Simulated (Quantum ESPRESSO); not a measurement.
## Si6CGe (input and log of a self-consistent run)

A calculation, not a measurement. The program is pw.x of Quantum ESPRESSO 7.5 (plane-wave density functional theory). The cell is made up: 8 atoms on a zincblende/diamond lattice, with randomly drawn elements, strain and displacements, not relaxed. PseudoDojo standard norm-conserving files (v0.5 for PBE, v0.4.1 for LDA and PBEsol) set the functional; there is no spin polarisation, spin-orbit coupling or dispersion term, and the masses in the input are unused placeholders.

Input:

```
&control calculation='scf', pseudo_dir='./dojo.nc.sr.pbe.v0_5.standard.upf', outdir='./o', disk_io='low', tprnfor=.true., tstress=.true. /
&system ibrav=0, nat=8, ntyp=3, nbnd=31, ecutwfc=82.02448710, nosym=.true., tot_charge=0,
 occupations='smearing', smearing='fd', degauss=0.0073498644
/
&electrons conv_thr=7.350e-09, electron_maxstep=60, /
ATOMIC_SPECIES
C 1.0 C.upf
Ge 1.0 Ge.upf
Si 1.0 Si.upf
CELL_PARAMETERS angstrom
5.6255 0.0231 -0.0637
0.0231 5.4566 -0.0129
-0.0637 -0.0129 5.5432
ATOMIC_POSITIONS angstrom
Si 0.078 -0.0673 0.0036
C -0.1161 2.719 2.7885
Si 2.8312 0.0293 2.801
Si 2.8695 2.6406 0.1074
Si 1.3326 1.2521 1.2888
Ge 1.3591 4.0713 4.0773
Si 4.217 1.491 4.053
Si 4.2345 4.0665 1.491
K_POINTS automatic
6 6 6 1 1 1
```

The log is shortened where brackets say so; the opening notice, blank lines, dates and the lines on written files are dropped, and the path of the files is cut. It prints rydbergs, bohrs and kilobars, and counts compression as positive stress.

```
     Program PWSCF v.7.5
     Parallel version (MPI & OpenMP), running on       4 processor cores
     Number of MPI processes:                 4
     Threads/MPI process:                     1
     [start-up lines left out]
     bravais-lattice index     =            0
     lattice parameter (alat)  =      10.6314  a.u.
     unit-cell volume          =    1148.0850 (a.u.)^3
     number of atoms/cell      =            8
     number of atomic types    =            3
     number of electrons       =        42.00
     number of Kohn-Sham states=           31
     kinetic-energy cutoff     =      82.0245  Ry
     charge density cutoff     =     328.0979  Ry
     scf convergence threshold =      7.3E-09
     mixing beta               =       0.7000
     number of iterations used =            8  plain     mixing
     Exchange-correlation= PBE
                           (   1   4   3   4   0   0   0)
     [axes and pseudopotential details left out]
   Cartesian axes
     site n.     atom                  positions (alat units)
         1        Si     tau(   1) = (   0.0138644  -0.0119625   0.0006399  )
         2        C      tau(   2) = (  -0.0206367   0.4832998   0.4956533  )
         3        Si     tau(   3) = (   0.5032432   0.0052080   0.4978752  )
         4        Si     tau(   4) = (   0.5100510   0.4693642   0.0190903  )
         5        Si     tau(   5) = (   0.2368684   0.2225596   0.2290830  )
         6        Ge     tau(   6) = (   0.2415788   0.7236698   0.7247363  )
         7        Si     tau(   7) = (   0.7495679   0.2650239   0.7204170  )
         8        Si     tau(   8) = (   0.7526785   0.7228166   0.2650239  )
     number of k points=   108  Fermi-Dirac smearing, width (Ry)=  0.0073
     Number of k-points >= 100: set verbosity='high' to print them.
     Dense  grid:   115283 G-vectors     FFT dimensions: (  64,  60,  64)
     Estimated max dynamical RAM per process >     323.91 MB
     Estimated total dynamical RAM >       1.18 GB
     Initial potential from superposition of free atoms
     starting charge      41.9955, renormalised to      42.0000
     Starting wfcs are   37 randomized atomic wfcs
     total cpu time spent up to now is        8.3 secs
     per-process dynamical memory:   274.7 Mb
     Self-consistent Calculation
     iteration #  1     ecut=    82.02 Ry     beta= 0.70
     Davidson diagonalization with overlap
     ethr =  1.00E-02,  avg # of iterations =  3.3
     Threshold (ethr) on eigenvalues was too large:
     Diagonalizing with lowered threshold
     Davidson diagonalization with overlap
     ethr =  8.84E-04,  avg # of iterations =  1.6
     total cpu time spent up to now is       46.0 secs
     total energy              =    -241.05096750 Ry
     estimated scf accuracy    <       0.38072642 Ry
     iteration #  2     ecut=    82.02 Ry     beta= 0.70
     Davidson diagonalization with overlap
     ethr =  9.06E-04,  avg # of iterations =  5.2
     total cpu time spent up to now is       68.3 secs
     total energy              =    -240.99607347 Ry
     estimated scf accuracy    <       0.99915644 Ry
     iteration #  3     ecut=    82.02 Ry     beta= 0.70
     Davidson diagonalization with overlap
     ethr =  9.06E-04,  avg # of iterations =  2.7
     total cpu time spent up to now is       84.9 secs
     total energy              =    -241.17584903 Ry
     estimated scf accuracy    <       0.03280683 Ry
     iteration #  4     ecut=    82.02 Ry     beta= 0.70
     Davidson diagonalization with overlap
     ethr =  7.81E-05,  avg # of iterations =  5.5
     total cpu time spent up to now is      106.3 secs
     total energy              =    -241.18290786 Ry
     estimated scf accuracy    <       0.00527180 Ry
     iteration #  5     ecut=    82.02 Ry     beta= 0.70
     Davidson diagonalization with overlap
     ethr =  1.26E-05,  avg # of iterations =  6.8
     total cpu time spent up to now is      127.8 secs
     total energy              =    -241.18378382 Ry
     estimated scf accuracy    <       0.00085616 Ry
     iteration #  6     ecut=    82.02 Ry     beta= 0.70
     Davidson diagonalization with overlap
     ethr =  2.04E-06,  avg # of iterations =  5.3
     total cpu time spent up to now is      147.0 secs
     total energy              =    -241.18391344 Ry
     estimated scf accuracy    <       0.00011662 Ry
     iteration #  7     ecut=    82.02 Ry     beta= 0.70
     Davidson diagonalization with overlap
     ethr =  2.78E-07,  avg # of iterations =  2.0
     total cpu time spent up to now is      162.9 secs
     total energy              =    -241.18393659 Ry
     estimated scf accuracy    <       0.00000199 Ry
     iteration #  8     ecut=    82.02 Ry     beta= 0.70
     Davidson diagonalization with overlap
     ethr =  4.73E-09,  avg # of iterations =  4.1
     total cpu time spent up to now is      184.7 secs
     total energy              =    -241.18393766 Ry
     estimated scf accuracy    <       0.00000185 Ry
     iteration #  9     ecut=    82.02 Ry     beta= 0.70
     Davidson diagonalization with overlap
     ethr =  4.41E-09,  avg # of iterations =  2.0
     total cpu time spent up to now is      200.7 secs
     total energy              =    -241.18393786 Ry
     estimated scf accuracy    <       0.00000026 Ry
     iteration # 10     ecut=    82.02 Ry     beta= 0.70
     Davidson diagonalization with overlap
     ethr =  6.27E-10,  avg # of iterations =  2.0
     total cpu time spent up to now is      216.4 secs
     End of self-consistent calculation
     Number of k-points >= 100: set verbosity='high' to print the bands.
     the Fermi energy is     5.5357 ev
!    total energy              =    -241.18393791 Ry
     estimated scf accuracy    <          4.1E-09 Ry
     smearing contrib. (-TS)   =      -0.00153654 Ry
     internal energy E=F+TS    =    -241.18240137 Ry
     The total energy is F=E-TS. E is the sum of the following terms:
     one-electron contribution =    -121.56753388 Ry
     hartree contribution      =      80.61138825 Ry
     xc contribution           =     -65.68978156 Ry
     ewald contribution        =    -134.53647419 Ry
     convergence has been achieved in  10 iterations
     Forces acting on atoms (cartesian axes, Ry/au):
     atom    1 type  3   force =    -0.08478335   -0.00776688   -0.01833026
     atom    2 type  1   force =    -0.01006441    0.00457156   -0.00361111
     atom    3 type  3   force =    -0.01799857    0.01115255   -0.02079884
     atom    4 type  3   force =    -0.01075407    0.02330230   -0.02968430
     atom    5 type  3   force =     0.01910502    0.06291314    0.08422568
     atom    6 type  2   force =    -0.00831298   -0.06708314   -0.01217078
     atom    7 type  3   force =     0.05537697    0.01615166   -0.00756544
     atom    8 type  3   force =     0.05743138   -0.04324119    0.00793503
     Total force =     0.186791     Total SCF correction =     0.000404
     Computing stress (Cartesian axis) and pressure
          total   stress  (Ry/bohr**3)                   (kbar)     P=      -89.65
  -0.00070766   0.00002896   0.00004725         -104.10        4.26        6.95
   0.00002896  -0.00051847   0.00022823            4.26      -76.27       33.57
   0.00004725   0.00022823  -0.00060207            6.95       33.57      -88.57
     init_run     :      7.67s CPU      8.17s WALL (       1 calls)
     electrons    :    205.96s CPU    208.13s WALL (       1 calls)
     forces       :      3.12s CPU      3.17s WALL (       1 calls)
     stress       :     10.78s CPU     10.79s WALL (       1 calls)
     [timing details left out]
     PWSCF        :   3m47.79s CPU   3m50.67s WALL
     JOB DONE.
```

In other units: free energy -3281.475 eV for the cell, pressure -8.96 GPa, largest force component 2.180 eV/Å. A rerun of a related cell, with the same atoms placed differently, at 1347 eV and a 8 x 8 x 8 mesh moved values by no more than 0.003 eV in energy, 0.03 GPa in stress and 0.006 eV/Å in force.